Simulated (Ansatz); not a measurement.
Starting cell, CdTe (zinc blende):

```yaml
crystal:
  lattice:
    - [0.00000, 3.30902, 3.30902]
    - [3.30902, 0.00000, 3.30902]
    - [3.30902, 3.30902, 0.00000]
  atoms:
    - { symbol: Te, position: [0.75000, 0.75000, 0.75000] }
    - { symbol: Cd, position: [0.00000, 0.00000, 0.00000] }
```

In this cell atom 1 (Te, nearest neighbour Cd at 2.866 Å; its periodic images, 4.7 Å or more away, move with it) is moved by s towards the nearest neighbour, unit vector (-0.577, -0.577, 0.577); all other atoms and the cell stay fixed.

Method: PBE (plane waves to 420 eV, PAW, scalar-relativistic; Ansatz, a program for electronic structure). k mesh 7×7×7 (Γ-centred), Fermi-Dirac smearing 0.05 eV. Energies are smeared free energies. CdTe was relaxed with its symmetry unable to fall. Spin-orbit coupling is left out, though Te is heavy. ΔE is measured from the undisplaced structure.

Task: What ΔE (meV/cell) does the calculation give at s (Å) = -0.290, -0.232, -0.116, -0.058, 0.058, 0.116, 0.232, 0.290?

Result: 
| s (Å) | ΔE (meV/cell) |
|---|---|
| -0.290 | 109.4 |
| -0.232 | 75.2 |
| -0.116 | 21.7 |
| -0.058 | 5.8 |
| 0.058 | 6.7 |
| 0.116 | 29.1 |
| 0.232 | 135.5 |
| 0.290 | 228.9 |

(A displaced cell: forces are minus the slopes of the energy, force constants its curvatures, and phonons follow from these.)
